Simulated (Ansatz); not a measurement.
# ZrC2: structures and their energies

4 relaxations of ZrC2 ended in 4 distinct structures. These are PBE (plane waves to 420 eV, PAW, scalar-relativistic; Ansatz, a program for electronic structure) values and carry that method's errors.

```csv
#,space group,Pearson,type,E − E(lowest) (eV/atom),V (Å³/atom),coordination,runs ending here
1,Cmcm,oS12,–,0.00,12.13,–,1
2,Cmmm,oS6,–,0.18,9.79,–,1
3,Cmcm,oS12,–,0.39,10.14,–,1
4,Fm-3m,cF12,fluorite type,1.31,12.75,"Zr 8 (cubic), C 4 (tetrahedral)",1
```

Coordination numbers (neighbours up to the widest gap in distance over summed covalent radii, below 1.35; n+m marks a second, longer set; metal–metal contacts left out). All are gapless at this level. Cmcm, oS12 is the lowest among the structures calculated here.

Space group Cmcm (No. 63); a = 4.465 Å, b = 5.771 Å, c = 5.648 Å, α = 90.00°, β = 90.00°, γ = 90.00°

```tsv
atom	site	symmetry	x	y	z
Zr	4c	m2m	0.0000	0.1752	0.2500
C	8e	2..	0.3493	0.0000	0.0000
```
(The calculation used a cell of 6 atoms; values per cell refer to that cell.)

Each run could gain symmetry but not lose that of its start, so entries can be saddle points. All of these are generated cells (placed on structure types, drawn at random, substituted or restacked) that were not matched to a known phase here. The real structure of this composition may not be among these, and whether this composition forms is not checked here. Static energies at zero pressure. No spin polarisation in the result.
